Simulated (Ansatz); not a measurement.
Phonons of ZrC in the zincblende structure

Computed with Ansatz (plane waves, PAW, 420 eV cutoff): PBEsol, scalar-relativistic, no spin polarisation, Gaussian smearing of 0.05 eV. The datasets are Ansatz's generated set soft_2.

```
CELL_PARAMETERS angstrom
0.00000 2.52280 2.52280
2.52280 0.00000 2.52280
2.52280 2.52280 0.00000
ATOMIC_POSITIONS crystal
Zr 0.00000 0.00000 0.00000
C 0.25000 0.25000 0.25000
```

This is a trial structure; measured cells of the compound in the Crystallography Open Database are in space group Fm-3m (rock salt).

Force constants come from finite displacements in a 3×3×3 supercell (the unit cell's 9×9×9 k-mesh, folded to it); the long-range dipole term is included. Points in reciprocal vectors of this cell: Γ = (0.000, 0.000, 0.000), X = (-0.500, -0.500, 0.000), U = (-0.375, -0.375, 0.250), K = (-0.375, 0.000, 0.375), L = (0.000, 0.000, 0.500), W = (-0.500, -0.250, 0.250).

Frequencies at the named points (cm⁻¹, imaginary ones negative):
```
point                 ω (cm⁻¹)
    Γ        0 0 0 525 525 599
    X  176 176 259 409 409 663
    U  156 208 244 452 468 644
    K  156 208 244 452 468 644
    L  110 110 264 525 525 661
    W  184 200 239 437 492 635
```

(1) Is the structure dynamically stable along this path, and where does the spectrum end?

(2) What does the harmonic approximation give for the vibrational free energy, entropy and heat capacity?

Answers:

(1) Yes: no branch is imaginary beyond numerical noise. The highest frequency is 663 cm⁻¹, at X. Points that don't fit the supercell are interpolated.

(2) Zero-point energy 65.8 meV/atom.
| T (K) | F_vib (meV/atom) | S (J/K per mole of atoms) | C_V (J/K per mole of atoms) |
| --- | --- | --- | --- |
| 100 | 63.7 | 5.6 | 8.3 |
| 200 | 53.6 | 13.6 | 15.1 |
| 300 | 35.8 | 20.6 | 19.1 |
| 400 | 11.4 | 26.4 | 21.2 |
| 500 | -18.6 | 31.3 | 22.4 |
| 600 | -53.2 | 35.4 | 23.1 |
| 700 | -91.8 | 39.0 | 23.6 |
| 800 | -133.9 | 42.2 | 23.9 |
| 900 | -179.2 | 45.0 | 24.1 |
| 1000 | -227.2 | 47.6 | 24.3 |

The highest mode, 663 cm⁻¹, is worth 950 K. At 300 K the heat capacity has reached 77 % of the classical limit 3R = 24.9 J/K per mole of atoms, since the stiffer modes are still partly frozen out.

It ran for 2.9 min on 4 threads of Arm Neoverse V1, on a shared host, peak memory 4.7 GiB.
